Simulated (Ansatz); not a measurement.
# Symmetry broken, then relaxed in Rh

These are results of Ansatz 0.2.0, DFT PBEsol, scalar-relativistic, plane waves, PAW, not measurements. Cutoff 420 eV, Γ-centred 16×16×16 k-points, Gaussian smearing of 0.15 eV. No spin polarisation. Energies are free energies at this smearing, counted from the undisturbed cell; pressure is positive in compression.

The starting cell (relaxed at this level):

```
CELL_PARAMETERS angstrom
0.00000 1.89000 1.89000
1.89000 0.00000 1.89000
1.89000 1.89000 0.00000
ATOMIC_POSITIONS crystal
Rh 0.00000 0.00000 0.00000
```

The cell is strained by (0.0239, -0.0118, -0.0122, 0.0146, -0.0017, 0.0058) (xx, yy, zz, yz, xz, xy; engineering shear). Cell and atoms are then relaxed.

**Question.** Does the relaxation return to the undisturbed structure?

**Answer.** Yes (up to a choice of domain or origin): same space group and volume, and an energy 0.0 meV/atom from it. The disturbance itself cost 11.7 meV/atom. The final space group reads Fm-3m (tolerance 0.05 Å) and the volume changes by 0.05 %.

Final structure:

```
CELL_PARAMETERS angstrom
0.00000 1.89030 1.89030
1.89040 0.00002 1.89028
1.89040 1.89029 0.00002
ATOMIC_POSITIONS crystal
Rh 0.00000 0.00000 0.00000
```

The relaxation, step by step (energy from the first step; small jumps at an unchanged geometry come where the plane waves are selected anew for the new cell):

| step | ΔE (meV/atom) | largest force component (eV/Å) | pressure (GPa) |
| --- | --- | --- | --- |
| 1 | 0.0 | 0.000 | 0.59 |
| 2 | -11.2 | 0.000 | 0.15 |
| 3 | -11.7 | 0.000 | -0.14 |
| 4 | -11.7 | 0.000 | 0.00 |
| 5 | -11.7 | 0.000 | 0.00 |

Frames along the relaxation (Å, eV/Å):

```xyz
1
Lattice="0.004 1.882 1.881 1.934 0.019 1.865 1.941 1.873 0.012" Properties=species:S:1:pos:R:3:forces:R:3 pbc="T T T" step=1
Rh    0.000    0.000    0.000    0.000    0.000    0.000
1
Lattice="-0.002 1.890 1.891 1.883 -0.006 1.895 1.879 1.891 -0.003" Properties=species:S:1:pos:R:3:forces:R:3 pbc="T T T" step=2
Rh    0.000    0.000    0.000    0.000    0.000    0.000
1
Lattice="0.000 1.890 1.890 1.891 0.000 1.891 1.891 1.891 0.000" Properties=species:S:1:pos:R:3:forces:R:3 pbc="T T T" step=3
Rh    0.000    0.000    0.000    0.000    0.000    0.000
1
Lattice="0.000 1.890 1.890 1.890 0.000 1.890 1.890 1.890 0.000" Properties=species:S:1:pos:R:3:forces:R:3 pbc="T T T" step=4
Rh    0.000    0.000    0.000    0.000    0.000    0.000
1
Lattice="0.000 1.890 1.890 1.890 0.000 1.890 1.890 1.890 0.000" Properties=species:S:1:pos:R:3:forces:R:3 pbc="T T T" step=5
Rh    0.000    0.000    0.000    0.000    0.000    0.000
```